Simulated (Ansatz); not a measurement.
**Structure map: energy, volume and gap of polymorphs**

Screening note. Relaxing one composition in several structure types shows which are competitive, which pressure would favour, and how volume and gap change with structure.

NbP, I4₁md tI8 serves as the reference. The reference is the lowest phase computed, which need not be the stable form in nature.

Where the numbers come from (Ansatz, a plane-wave PAW program): energy: r²SCAN, total energy at 0 K with the change to a 700 eV cutoff added (comparable within one formula alone); volume per atom: r²SCAN, relaxed cell; gap: r²SCAN; bulk modulus: r²SCAN, equation-of-state fit.

Model: ΔE = E − E_ref; ΔV = V − V_ref; temperature scale ΔE/k_B = 11.605 K/meV × ΔE.

```csv
crystal,E (eV/atom),V (Å³/atom),gap (eV),B₀ (GPa),ΔE (meV/atom),ΔV (Å³/atom),ΔE/k_B (K)
"NbP, WC type, P-6m2",−2662.496,16.02,0.00,187,10.0,0.06,120
"NbP, CsCl type",−2662.083,15.00,0.00,195,423.0,−0.96,4900
"NbP, I4₁md tI8, reference",−2662.506,15.96,0.00,193,0.0,0.00,0
"NbP, CoSn type, P6/mmm",−2661.927,18.00,0.00,160,579.0,2.04,6700
```

Started from generated or typed cells, with no claim that the phase is known: NbP, WC type, P-6m2; NbP, CsCl type; NbP, CoSn type, P6/mmm. Runs started from generated or typed cells of the structure named: NbP, I4₁md tI8. No gap (0.00) means none at this level, which can close a small real gap. Spin–orbit coupling is left out unless named.

The steps for NbP, CoSn type, P6/mmm:

- ΔE = 1000 × (−2661.927 − (−2662.506)) = 579.0 meV/atom
- ΔV = 18.00 − 15.96 = 2.04 Å³/atom
- ΔE/k_B: 11.605 × 579.0 = 6700 K

By ΔE (lowest first): NbP, I4₁md tI8 (0.0 ± 5.0), NbP, WC type, P-6m2 (10.0 ± 5.0), NbP, CsCl type (423.0 ± 5.0), NbP, CoSn type, P6/mmm (579.0 ± 5.0). The ± follows from allowances picked for this note (energy 0.004 eV/atom, 3 meV/atom on the figure itself), carried to first order and added in quadrature, each row's own inputs moving alone; ≈ joins neighbours closer than their two ± added in quadrature.

Wanted are low ΔE and low volume per atom; no other row betters these on both counts: NbP, I4₁md tI8 (0.0, 15.96); NbP, CsCl type (423.0, 15.00). The reference is on the front.

Denser than the reference, so favoured by pressure; with fixed volumes the enthalpies cross at P ≈ 0.1602 ΔE/|ΔV|: NbP, CsCl type 0.1602 × 423.0/0.96 = 71 GPa. Each is against the reference alone, so another phase may come first, and differences in compressibility move them.

Vibrational free energy is left out, and phases that were not computed could lie lower. Rows are a sample of the computed phases of this formula. Limits of the draw: a spread of over 30 meV/atom, none over 0.9 eV/atom above the reference, within 8 meV/atom of the lowest or within 3 meV/atom of a neighbour. As a rule kept out of such tables: 4f compounds, open-shell compounds run without a Hubbard term, cells found unstable in the tests at hand, cells close to a higher symmetry, and runs set to a pressure or over 12 % in volume from the crystal's fullest run.
